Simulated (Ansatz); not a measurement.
A relaxed structure of CdS is spoiled in several ways and relaxed again each time (noise and exchanges are one random draw each; pressure is positive under compression). Computed with PBEsol (plane waves to 420 eV, PAW, scalar-relativistic; Ansatz, a first-principles code).

```cif
data_Cd4S4
_chemical_formula_sum 'S4 Cd4'
_space_group_name_H-M_alt 'F-43m'
_space_group_IT_number 216
_space_group_name_Hall 'F -4 2 3'
_cell_length_a 5.82477
_cell_length_b 5.82477
_cell_length_c 5.82477
_cell_angle_alpha 90.000
_cell_angle_beta 90.000
_cell_angle_gamma 90.000
loop_
_atom_site_label
_atom_site_type_symbol
_atom_site_symmetry_multiplicity
_atom_site_Wyckoff_symbol
_atom_site_fract_x
_atom_site_fract_y
_atom_site_fract_z
_atom_site_occupancy
S1 S 4 c 0.25000 0.25000 0.25000 1
Cd1 Cd 4 a 0.00000 0.00000 0.00000 1
```
(The calculation used a cell of 2 atoms; values per cell refer to that cell.)

| change | first pressure (GPa) | first V (Å³/atom) | released (eV/atom) | moves | outcome | final group | E − E(parent) (eV/atom) |
|---|---|---|---|---|---|---|---|
| with every coordinate shifted by Gaussian noise of σ = 0.1 Å | 0.3 | 24.70 | 0.015 | 3 | returns to the parent | F-43m | 0.000 |
| deformed by the Cartesian strain tensor (xx, yy, zz, yz, xz, xy) = (0.089, -0.059, 0.057, -0.017, 0.114, 0.029) | -0.3 | 26.42 | 0.21 | 7 | returns to the parent | F-43m | 0.000 |
| doubled along one cell vector, shaken by Gaussian noise of σ = 0.08 Å a coordinate | 1.7 | 24.70 | 0.086 | 4 | returns to the parent | F-43m | 0.000 |

First-step values come from each run's starting, coarser k-mesh (7×7×7, 7×6×7, 7×4×7). The runs use different k-meshes, so differences are rounded accordingly. No spin polarisation in the result.
